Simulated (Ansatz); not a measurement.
Sc₂SiB₂:
```yaml
crystal:
  lattice:
    - [3.13105, 0.00000, 0.00000]
    - [-1.56552, 2.71157, 0.00000]
    - [0.00000, 0.00000, 7.74263]
  atoms:
    - { symbol: Sc, position: [0.33333, 0.66667, 0.72056] }
    - { symbol: Sc, position: [0.33333, 0.66667, 0.27944] }
    - { symbol: Si, position: [0.00000, 0.00000, 0.00000] }
    - { symbol: B, position: [0.00000, 0.00000, 0.50000] }
    - { symbol: B, position: [0.66667, 0.33333, 0.50000] }
```

Relaxed with PBEsol.

Task: Decompose the optical modes at the zone centre into irreducible representations, and say which are infrared and Raman allowed.

Result: Point group -6m2: Γ_opt = A1' + 3A2'' + 3E' + E''. Infrared: A2'', E'. Raman: A1', E', E''.

Task: Assign frequencies (DFPT, plane-wave PAW PBEsol (Ansatz code)).

Result: E' 172, E'' 223, A1' 301, A2'' 343, E' 399, A2'' 463, A2'' 542, E' 828 cm⁻¹.

Space group P-6m2. The start of the workflow was typed in or built on a structure type; neither database checked (COD, Materials Project) lists it. Its standing as an ambient phase is unchecked. Symmetry was held in the PBEsol relaxation; whether a distortion lowers the energy is not shown. No spin polarisation was allowed. As this level gives no gap, phonon frequencies hold no LO–TO term and depend on the k-mesh and smearing (Fermi–Dirac, 0.1 eV here).

Potentials: the earlier of the program's two PAW sets. The files were generated under PBE; for other functionals the program regenerates the frozen cores, and for LDA and PBEsol the local potential too.
